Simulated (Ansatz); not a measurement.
BiPd, DFT, PBEsol, all-electron PAW with datasets made for the crystal, scalar-relativistic (Ansatz 0.2.0), run on 1 thread of Arm Neoverse V1 on a shared host.

The cell is COD entry 9004224, as deposited and not checked against the literature; nothing was relaxed. The listed cell was then made from it by scaling, straining or moving an atom.

Command: `ansatz run input.yaml --threads 1 --pin off --max-ram 4096MiB --backend cpu --events-out ev --progress --plain --runs-dir out`

```yaml
crystal:
  lattice:
    - [4.1728319156, 0.0, 0.0]
    - [-2.0864159578, 3.6137784447, 0.0]
    - [0.0, 0.0, 5.6130986812]
  atoms:
    - { symbol: Bi, position: [0.3333333333, 0.6666666667, 0.25] }
    - { symbol: Bi, position: [0.6666666667, 0.3333333333, 0.75] }
    - { symbol: Pd, position: [0.0, 0.0, 0.0] }
    - { symbol: Pd, position: [0.0, 0.0, 0.5] }
kpoints:
  mp_grid: { grid: [9, 9, 6] }
scf:
  occupations: { method: fermi_dirac, width: 0.03 }
hamiltonian:
  xc: pbesol
  pseudopotentials: { kind: all_electron, datasets: crystal }
output:
  forces: true
  stress: true
  eigenvalues: true
  efg: { contact_densities: true }
```

(1) How large is the problem that the program sets up?

(2) About how long does it take, and how much memory does it use?

(3) And the same cell and mesh by PAW (frozen-core files), asked for forces, stress, eigenvalues, efg, write_density, write_potential, elf, on the same hardware?

Results:

(1) 48 irreducible k-points, 795 plane waves at Γ, 31 bands.

(2) 23 s of wall time for 11 SCF iterations, with a peak of 0.79 GiB. Times on shared machines scatter by tens of per cent.

(3) 13 s, peak memory 0.49 GiB.
